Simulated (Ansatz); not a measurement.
The elements of this relaxed trial crystal are hidden behind letters.

```
lattice vectors (Å)
   2.9397   -8.8146    0.0000
   2.9397    8.8146    0.0000
   0.0000    0.0000    5.8791
fractional positions
X 0.0000 0.0000 0.0000
X 0.6676 0.3324 0.0000
X 0.8331 0.1669 0.5000
X 0.3324 0.6676 0.0000
X 0.1669 0.8331 0.5000
Z 0.5000 0.5000 0.5000
Q 0.6700 0.3300 0.5000
Q 0.3300 0.6700 0.5000
Q 0.5000 0.5000 0.0000
Q 0.0000 0.0000 0.5000
Q 0.1669 0.8331 0.0000
Q 0.8331 0.1669 0.0000
```

Level of theory: DFT PBE, scalar-relativistic, plane waves, PAW in Ansatz 0.2.0. Settings of the last relaxation (12-atom cell): 420 eV, 6×6×6 k points, Gaussian smearing of 0.01 eV, no spin polarisation.

```
Space group                               : Cmmm (No. 65)
Conventional cell                         : a = 5.879 Å, b = 17.629 Å, c = 5.879 Å
Volume per atom                           : 25.39 Å³
Density                                   : 5.41 g/cm³
Energy over the elements                  : −0.432 eV/atom
Gap on the 6×6×6 mesh of the 12-atom cell : 0.22 eV
```

Energies are uncorrected and count from the elements' standard states at the same level.

Problem. X is a p-block element of period 5, Z is a p-block element of period 6 and Q is a p-block element of period 3. Which elements are they?

Solution. X = Sn, Z = Pb, Q = S, so the formula is Sn5PbS6. Density times volume gives a mean mass of 5.41 × 25.39/1.6605 = 82.7 u per atom, and this set has 82.8 u. Around Sn on a site of symmetry mmm lie 6 S at 2.94 Å; around Pb lie 6 S at 2.94–3.00 Å; S on a site of symmetry m2m has 5 Sn at 2.87–2.94 Å and 1 Pb at 3.00 Å; 5 more sites not described. Other sets within the hints have nearly the same mass, so mass alone doesn't settle it; this one was computed.

These runs have no spin–orbit coupling, which can matter for Pb. Kohn–Sham gaps at this level usually fall short of measured ones. The missing spin–orbit coupling can work the other way here. A structure relaxed within its symmetry needn't be a true minimum.
